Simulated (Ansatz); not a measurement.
Ansatz (a program for electronic structure) input:

Ansatz 0.2 input:
```yaml
crystal:
  lattice:
    - [0.0, 3.3495238726, 3.3495238726]
    - [3.3495238726, 0.0, 3.3495238726]
    - [3.3495238726, 3.3495238726, 0.0]
  atoms:
    - { symbol: Rb, position: [0.0, 0.0, 0.0] }
    - { symbol: Cl, position: [0.5, 0.5, 0.5] }
kpoints:
  mp_grid: { grid: [5, 5, 5] }
hamiltonian:
  xc: hse06
  pseudopotentials: { kind: paw }
scf:
  n_extra_bands: 6
  occupations: { method: fixed }
output:
  eigenvalues: true
  eigenstates:
    e_range: [-9.0, 15.3]
    kpoints:
      - [0.0, 0.0, 0.0]  # VBM
      - [0.0, 0.0, 0.0]  # CBM
      - [0.0, 0.0, 0.0]  # GAMMA
      - [0.5, 0.0, 0.5]  # X
      - [0.5, 0.5, 0.5]  # L
      - [0.5, 0.25, 0.75]  # W
      - [0.375, 0.375, 0.75]  # K
      - [0.625, 0.25, 0.625]  # U
```

Output (shortened):

```
Pseudopotential: Rb, paw, valence charge 9
Pseudopotential: Cl, paw, valence charge 7
Functional definition: HSE06
davidson cushion auto → on  (no smearing: the cushion is to keep the highest requested band from converging to the state above it …
Crystal: 2 atoms, lattice volume = 75.159 Å³
Basis set: ecut = 420 eV, 1459 PW (Γ)
Bands: 14, of which v1, the nominal top of the filled ones, is band 8 counted from 1 (7 counted from 0)
Symmetry: 48 space group operations
Space group: Fm-3m (ITA 225), of the structure as read, at distance tolerance 4.2e-5 Å
k-points: 10 of 125
SCF iter   1: F=—  HF=-4350.764474 eV  |F-HF|=—  |Δ(HF+E_count)|=         —  Δρ=9.31e-4  dr2=6.99e-4  ethr=1.77e-3  ⟨swp⟩=2.0  Hψ=1085  notcnv=0
preconditioner: auto → none
iter 2 solved again at ethr=1.89e-7 eV; its pass at ethr=4.37e-6 eV (dr2=3.02e-5 eV) is discarded
SCF iter   2: F=-4350.764293 eV  HF=-4350.764287 eV  |F-HF|=6.25e-6  |Δ(HF+E_count)|=   1.88e-4  Δρ=2.24e-4  dr2=2.86e-5  ethr=1.89e-7  ⟨swp⟩=2.8  Hψ=773  notcnv=0
SCF 1 stopped early in 2 iterations: F = -4350.764293 eV  dr2 = 2.86e-5
Crystal: 2 atoms, lattice volume = 75.159 Å³
Exchange kernel: α = 0.2500, screened, ω = 0.2079 Å⁻¹, Wigner–Seitz truncation, v(0) = 1046.5710 eV·Å³, q-mesh 5×5×5, nearest image of the exchange supercell L …
Frozen-core exchange: fock
SCF iter   1: F=—  HF=-4354.022962 eV  |F-HF|=—  |Δ(HF+E_count)|=         —  Δρ=2.20e-3  dr2=3.41e-3  ethr=1.78e-6  ⟨swp⟩=7.4  Hψ=756  notcnv=0
preconditioner: auto → none
SCF iter   2: F=—  HF=-4354.022017 eV  |F-HF|=—  |Δ(HF+E_count)|=   9.45e-4  Δρ=1.06e-3  dr2=6.16e-4  ethr=1.78e-6  ⟨swp⟩=4.0  Hψ=468  notcnv=0
SCF iter   3: F=—  HF=-4354.023293 eV  |F-HF|=—  |Δ(HF+E_count)|=   1.28e-3  Δρ=3.41e-4  dr2=1.22e-4  ethr=1.78e-6  ⟨swp⟩=3.5  Hψ=422  notcnv=0
SCF iter   4: F=—  HF=-4354.023260 eV  |F-HF|=—  |Δ(HF+E_count)|=   3.29e-5  Δρ=3.01e-5  dr2=1.61e-6  ethr=7.20e-7  ⟨swp⟩=3.0  Hψ=363  notcnv=0
SCF iter   5: F=-4354.023269 eV  HF=-4354.023269 eV  |F-HF|=1.49e-7  |Δ(HF+E_count)|=   8.83e-6  Δρ=1.63e-5  dr2=3.77e-7  ethr=4.06e-9  ⟨swp⟩=4.5  Hψ=506  notcnv=0
SCF 2 stopped early in 5 iterations: F = -4354.023269 eV  dr2 = 3.77e-7
hybrid outer 1: dexx = +1.554e-3 eV, tail = 2.60e-6 eV
Crystal: 2 atoms, lattice volume = 75.159 Å³
Exchange kernel: α = 0.2500, screened, ω = 0.2079 Å⁻¹, Wigner–Seitz truncation, v(0) = 1046.5710 eV·Å³, q-mesh 5×5×5, nearest image of the exchange supercell L …
Frozen-core exchange: fock
SCF iter   1: F=—  HF=-4354.023261 eV  |F-HF|=—  |Δ(HF+E_count)|=         —  Δρ=8.52e-6  dr2=2.79e-8  ethr=8.14e-8  ⟨swp⟩=3.2  Hψ=369  notcnv=0
preconditioner: auto → none
SCF iter   2: F=-4354.023261 eV  HF=-4354.023261 eV  |F-HF|=6.29e-10  |Δ(HF+E_count)|=   1.46e-8  Δρ=4.73e-6  dr2=7.83e-9  ethr=1.62e-10  ⟨swp⟩=4.2  Hψ=500  notcnv=0
SCF 3 converged in 2 iterations: F = -4354.023261 eV  dr2 = 7.83e-9
hybrid outer 2: dexx = +2.446e-8 eV, tail = 1.74e-8 eV, Δε = 1.27e-3 eV (about 1.19e-4 eV left of the loop's levels)
NSCF: frozen V_eff on 8 k-points
hybrid SCF converged: 2 outer / 7 inner (+2 warm-up), last move |dexx| = 2.45e-8 eV, tail = 1.74e-8 eV
Stability not checked (fock_operator)
Free energy (F): -4354.023261 eV
Frozen-core exchange: fock
Harris-Foulkes:  -4354.023261 eV  (|F-HF|=6.29e-10)
Internal energy: -4354.023261 eV  (E = F + TS)
E sigma→0 (E₀):  -4354.023261 eV
Fermi energy:    -0.316598 eV
--- Per-component energies (eV) ---
  E_band       = -135.682055
  E_kinetic    = 354.520928
  E_local      = -830.224228  (includes V_loc(G=0)·N_el)
  E_nonlocal   = 200.745949
  E_hartree    = 228.767755
  E_xc         = -191.732401
  E_vxc        = -207.650507  (∫ρ·V_xc dr)
  E_exx        = -35.344513  (= α·E_x^exact, valence–valence)
  E_paw        = -3292.118810  (= ΣΔE_a)
  E_vpaw       = -39.920834  (= ΣTr[D̂ρ^β])
  E_aug_tail   = 0.000089  (compensation charges beyond the density's cutoff)
  E_ewald      = -788.157778
  E_core_change = -0.480252  (= ΣΔE_core)
  E_smearing   =  0.000000  (= −TS)
  E_closure    = 0.000000  (closes the sum)
  Σ components = -4354.023261   (vs F -4354.023261, Δ=0.00e0)
  [band-id]    e_kinetic+e_local+e_nonlocal+2·e_hartree+e_vxc+2·e_exx+e_vpaw+e_augmentation_tail = -135.682120   (vs E_band -135.682055, Δ=-6.52e-5)
--- Band table (eV; the first three rows and the last of 10) ---
  k-point 0: bands = ["-25.9479", "-13.3966", "-8.8272", "-8.8272", "-8.8272", "-0.3166", "-0.3166", "-0.3166", "5.8016", "9.0345", "9.0345", "9.0345", "10.0706", "10.0706"]
  k-point 1: bands = ["-25.9433", "-13.4112", "-8.8298", "-8.8298", "-8.8198", "-0.6285", "-0.4256", "-0.4256", "6.6308", "8.7747", "9.5211", "9.5211", "10.6202", "10.6202"]
  k-point 2: bands = ["-25.9358", "-13.4347", "-8.8339", "-8.8339", "-8.8082", "-1.0537", "-0.5931", "-0.5931", "8.1933", "8.7942", "10.7770", "10.7770", "11.8692", "11.8692"]
  k-point 9: bands = ["-25.9316", "-13.3846", "-8.9538", "-8.9501", "-8.8240", "-0.7844", "-0.5945", "-0.5156", "8.2232", "8.8042", "10.1904", "10.9650", "12.0512", "12.1709"]
```

Cost: roughly 100 core-seconds on shared cores.

The points marked VBM and CBM come from a semilocal run.

Symmetry was held in the PBE relaxation; phonons on a q-mesh show no instability. Spin–orbit coupling is left out wherever it is not named.

Potentials: the later of the program's two PAW sets.

Ansatz is a plane-wave DFT program.
